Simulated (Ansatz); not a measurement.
An Ansatz (an electronic-structure program) run. Input:

Ansatz 0.2 input:
```yaml
crystal:
  lattice:
    - [4.9201615383, 0.0, 0.0]
    - [-2.4600807691, 4.2609848829, 0.0]
    - [0.0, 0.0, 5.4160869981]
  atoms:
    - { symbol: Si, position: [0.4689344377, 0.0, 0.8333333333] }
    - { symbol: Si, position: [0.0, 0.4689344377, 0.1666666667] }
    - { symbol: Si, position: [0.5310655623, 0.5310655623, 0.5] }
    - { symbol: O, position: [0.4131428532, 0.2690799189, 0.7154597465] }
    - { symbol: O, position: [0.7309200811, 0.1440629342, 0.0487930798] }
    - { symbol: O, position: [0.8559370658, 0.5868571468, 0.3821264131] }
    - { symbol: O, position: [0.1440629342, 0.7309200811, 0.9512069202] }
    - { symbol: O, position: [0.2690799189, 0.4131428532, 0.2845402535] }
    - { symbol: O, position: [0.5868571468, 0.8559370658, 0.6178735869] }
kpoints:
  mp_grid: { grid: [7, 7, 5] }
hamiltonian:
  xc: r2scan
  pseudopotentials: { kind: paw }
scf:
  occupations: { method: fixed }
checkpoint: { read: static.run }
output: { bader: true, populations: true }
```

Output (shortened):

```
Pseudopotential: Si, paw, valence charge 4
Pseudopotential: O, paw, valence charge 6
Functional definition: r2SCAN
Crystal: 9 atoms, lattice volume = 113.547 Å³
Basis set: ecut = 500 eV, 2869 PW (Γ), exchange–correlation on 144×144×160 points (64 copies of the dense FFT grid, shifted against one another)
Bands: 33, of which v1, the nominal top of the filled ones, is band 24 counted from 1 (23 counted from 0)
Symmetry: 6 space group operations
Space group: P3121 (ITA 152), of the structure as read, at distance tolerance 4.8e-5 Å
k-points: 32 of 245 (time reversal used)
Stability of the state it starts from, as read at its close in the unpolarized treatment …
iter 1 solved again at ethr=3.50e-8 eV; its pass at ethr=3.10e-3 eV (dr2=1.68e-5 eV) is discarded
SCF iter   1: F=—  HF=-5340.290162 eV  |F-HF|=—  |Δ(HF+E_count)|=         —  Δρ=3.40e-7  dr2=5.68e-11  dr2_τ=1.17e-11  ethr=3.50e-8  ⟨swp⟩=3.3  Hψ=7683  notcnv=0  defer=223
preconditioner: auto → Resta (q_TF=auto, 2.364 Å⁻¹)
SCF iter   2: F=-5340.290162 eV  HF=-5340.290162 eV  |F-HF|=3.73e-11  |Δ(HF+E_count)|=   9.36e-9  Δρ=2.53e-7  dr2=5.29e-11  dr2_τ=1.18e-11  ethr=1.00e-12  ⟨swp⟩=14.2  Hψ=6371  notcnv=0
SCF 1 converged in 2 iterations: F = -5340.290162 eV  dr2 = 5.29e-11
SCF converged after 2 iterations
Free energy (F): -5340.290162 eV
Harris-Foulkes:  -5340.290162 eV  (|F-HF|=3.73e-11)
Internal energy: -5340.290162 eV  (E = F + TS)
E sigma→0 (E₀):  -5340.290162 eV
Fermi energy:    2.036779 eV
--- Per-component energies (eV) ---
  E_band       = -241.763002
  E_kinetic    = 1215.420365
  E_local      = -2953.299157  (includes V_loc(G=0)·N_el)
  E_nonlocal   = 353.927923
  E_hartree    = 1062.752484
  E_xc         = -600.442717
  E_vxc        = -794.690845  (∫ρ·V_xc dr)
  E_paw        = -2525.585074  (= ΣΔE_a)
  E_vpaw       = -238.527250  (= ΣTr[D̂ρ^β])
  E_aug_tail   = 0.006434  (compensation charges beyond the density's cutoff)
  E_vtau       = 49.894305  (kinetic-family band-sum trace: ∫τ·v_τ [+ j·A + Jᵃ·Aᵃ] dr)
  E_ewald      = -1892.649476
  E_core_change = -0.420944  (= ΣΔE_core)
  E_smearing   =  0.000000  (= −TS)
  E_closure    = 0.000000  (closes the sum)
  Σ components = -5340.290162   (vs F -5340.290162, Δ=0.00e0)
  [band-id]    e_kinetic+e_local+e_nonlocal+2·e_hartree+e_vxc+e_vpaw+e_augmentation_tail+e_vtau = -241.763255   (vs E_band -241.763002, Δ=-2.53e-4)
--- Band table (eV; the first three rows and the last of 32) ---
  k-point 0: bands = ["-18.3222", "-16.8183", "-16.8183", "-16.1942", "-16.1700", "-16.1700", "-6.2379", "-6.2379", "-3.4219", "-3.3856", "-3.2152", "-3.2152", "-0.9237", "-0.9237", "-0.6897", "-0.4222", "0.5588", "0.5588", "0.5863", "1.0234", "1.0234", …
  k-point 1: bands = ["-18.2442", "-17.2517", "-16.4532", "-16.1939", "-16.1819", "-16.1567", "-6.8982", "-5.4178", "-3.5796", "-3.4595", "-3.4232", "-2.9079", "-1.0084", "-0.7332", "-0.6340", "-0.2918", "0.3750", "0.4780", "0.5576", "0.6499", "1.0051", …
  k-point 2: bands = ["-18.0190", "-17.6731", "-16.2410", "-16.1927", "-16.1893", "-16.1477", "-7.2673", "-4.6026", "-3.9593", "-3.5795", "-3.5507", "-2.6656", "-0.8503", "-0.6324", "-0.5830", "-0.0826", "0.1291", "0.1887", "0.3296", "0.5332", "0.8472", …
  k-point 31: bands = ["-17.7454", "-17.2820", "-16.9478", "-16.2760", "-16.2333", "-16.2067", "-6.0539", "-5.3512", "-4.5245", "-3.2437", "-2.9977", "-2.9495", "-1.2346", "-0.9186", "-0.6521", "-0.0706", "0.0968", "0.1900", "0.8936", "0.9771", "1.1473", …
--- Löwdin populations: 9 sites ---
  site symbol       q [e]
     0     Si      2.1373
     1     Si      2.1373
     2     Si      2.1373
     3      O      6.8235
     4      O      6.8235
     5      O      6.8235
     6      O      6.8235
     7      O      6.8235
     8      O      6.8235
  spilling = 0.013478 (of n_electrons = 48.000000)
--- Bader charges: 9 sites ---
  site symbol  charge [e]  shift [e]
     0     Si      3.3653     0.0093
     1     Si      3.3653     0.0093
     2     Si      3.3653     0.0093
     3      O     -1.6826     0.0046
     4      O     -1.6826     0.0046
     5      O     -1.6826     0.0046
     6      O     -1.6826     0.0046
     7      O     -1.6826     0.0046
     8      O     -1.6826     0.0046
  shift: an alarm, by how much a part of what the PAW files miss would move the charge. Where it is large, compare
  with a run on PAW files of another source; a small one proves nothing
  estimated error of the sums over rays = 4.9e-4 e
```

Cost: very roughly 2.5 core-minutes on shared cores.

Space group P3_121. Symmetry was held in the r²SCAN relaxation.

Potentials: the later of the program's two PAW sets.

Ansatz is a plane-wave DFT program.
